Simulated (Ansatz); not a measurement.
InP:
```yaml
crystal:
  lattice:
    - [3.85453, 0.00000, 0.00000]
    - [-1.92727, 3.33812, 0.00000]
    - [0.00000, 0.00000, 6.55113]
  atoms:
    - { symbol: In, position: [0.00000, 0.00000, 0.00000] }
    - { symbol: In, position: [0.00000, 0.00000, 0.50000] }
    - { symbol: P, position: [0.33333, 0.66667, 0.25000] }
    - { symbol: P, position: [0.66667, 0.33333, 0.75000] }
```

Relaxed with r²SCAN. Special points in fractions of this cell's reciprocal vectors: Γ (0.000, 0.000, 0.000); M (0.500, 0.000, 0.000); K (0.333, 0.333, 0.000); A (0.000, 0.000, 0.500); L (0.500, 0.000, 0.500); H (0.333, 0.333, 0.500).

Q: List the band energies nearest the Fermi level at these points for DFT-r²SCAN with spin–orbit coupling in the program Ansatz with PAW potentials.

A: In eV from the Fermi level; about four levels below and three above (degenerate sets whole), none deeper than 8.9 eV; points with the same levels are listed once.

```json
[
 {"k": "Γ", "below": "-0.44 -0.44 -0.35 -0.35", "above": "0.24 0.24 0.25 0.25"},
 {"k": "M", "below": "-3.50 -3.50 -2.36 -2.36", "above": "0.10 0.10 1.50 1.50"},
 {"k": "K", "below": "-2.67 -2.67 -2.21 -2.21", "above": "5.32 5.32 5.99 5.99"},
 {"k": "A", "below": "-0.01 -0.01 -0.01 -0.01", "above": "2.91 2.91 2.91 2.91"},
 {"k": "L", "below": "-1.44 -1.44 -1.44 -1.44", "above": "0.43 0.43 0.43 0.43"},
 {"k": "H", "below": "-0.37 -0.37 -0.37 -0.37", "above": "1.67 1.67 1.67 1.67"}
]
```

Space group P6_3/mmc (NiAs type). The start of the workflow was typed in or built on a structure type; neither database checked (COD, Materials Project) lists it. It is not the phase usual at ambient conditions (space group No. 216). The r²SCAN relaxation kept the symmetry of its start; whether a distortion lowers the energy is not shown.

Potentials: the later of the program's two PAW sets.
